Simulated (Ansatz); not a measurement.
Input:

Ti3GeC2:
```xyz
12
Lattice="3.0644 0.0000 0.0000 -1.5322 2.6538 0.0000 0.0000 0.0000 17.7044" Properties=species:S:1:pos:R:3 pbc="T T T"
Ti     1.5322     0.8846    15.3548
Ti     0.0000     1.7692     2.3495
Ti     0.0000     1.7692     6.5027
Ti     1.5322     0.8846    11.2017
Ti     0.0000     0.0000     0.0000
Ti     0.0000     0.0000     8.8522
Ge     0.0000     0.0000    13.2783
Ge     0.0000     0.0000     4.4261
C      1.5322     0.8846     7.5849
C      0.0000     1.7692    10.1195
C      0.0000     1.7692    16.4371
C      1.5322     0.8846     1.2673
```

This is the PBEsol-relaxed structure. Cartesian axes are those of the cell as given.

**Question.** All from the program Ansatz at the PBEsol level (PAW), unless another level is named. Predict the Young's modulus.

**Answer.** 338 GPa.

**Question.** Give the elastic constants (relaxed ions, GPa).

**Answer.** C11 = 376, C12 = 98.1, C13 = 102, C33 = 348, C44 = 149.

Space group P6_3/mmc. The workflow started from a Materials Project entry (that database holds measured and hypothetical structures alike); the Crystallography Open Database copy checked does not list it. Its standing as an ambient phase is unchecked. Symmetry was held in the PBEsol relaxation; its stability against distortions is not shown here. The run is not spin-polarised. As this level gives no gap, shear constants depend on the k-mesh and smearing (Fermi–Dirac, 0.1 eV here).

Potentials: the later of the program's two PAW sets.
